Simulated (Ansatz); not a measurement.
A: TaS₂ (CdI2 type), a = b = 3.329 Å, c = 5.786 Å, α = β = 90.00°, γ = 120.00°
B: SnSe2 (CdI2 type), a = b = 3.8399 Å, c = 6.0088 Å, α = β = 90.00°, γ = 120.00°
C: BN (h-BN type, space group P6_3/mmc), a = b = 2.5064 Å, c = 6.6147 Å, α = β = 90.00°, γ = 120.00°

Scan: energy against volume (even scaling of the relaxed cell, symmetry kept). All come from one method, each on a k mesh of its own. All were relaxed with their symmetry unable to fall. Spin-orbit coupling is left out. TaS2 is run without spin polarisation.

Question: Order them by bulk modulus at fixed cell shape (fitted) (highest first) at the level PBE-D3(BJ) (plane waves to 420 eV, PAW, scalar-relativistic; Ansatz, an electronic-structure program).

Answer: C (242 GPa), A (59.6 GPa), B (40.4 GPa)

(A scan under strain: stresses follow from slopes of the energy per volume, elastic moduli from its curvatures.)
